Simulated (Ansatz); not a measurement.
SrCl2:
```yaml
crystal:
  lattice:
    - [0.00000, 3.40017, 3.40017]
    - [3.40017, 0.00000, 3.40017]
    - [3.40017, 3.40017, 0.00000]
  atoms:
    - { symbol: Sr, position: [0.00000, 0.00000, 0.00000] }
    - { symbol: Cl, position: [0.25000, 0.25000, 0.25000] }
    - { symbol: Cl, position: [0.75000, 0.75000, 0.75000] }
```

This is the LDA-relaxed structure.

Q: All from LDA (plane waves, PAW; program Ansatz), unless another level is named. Give the formation energy from the elements (no fitted shifts).

A: -2.55 eV/atom.

Q: Predict the hole effective mass.

A: 0.38, 3.5, 3.5 mₑ (principal values).

Q: What about the electron effective mass?

A: 0.59, 0.59, 0.91 mₑ (principal values).

Space group Fm-3m (fluorite). Symmetry was held in the LDA relaxation; phonons on a q-mesh show no instability. The references are the lowest solids computed at this level, not always the standard phases (solids in place of the gases). Spin–orbit coupling is left out wherever it is not named.

Potentials: the later of the program's two PAW sets.

Edges and masses are those of Kohn–Sham bands, whose gap is no quasiparticle gap.
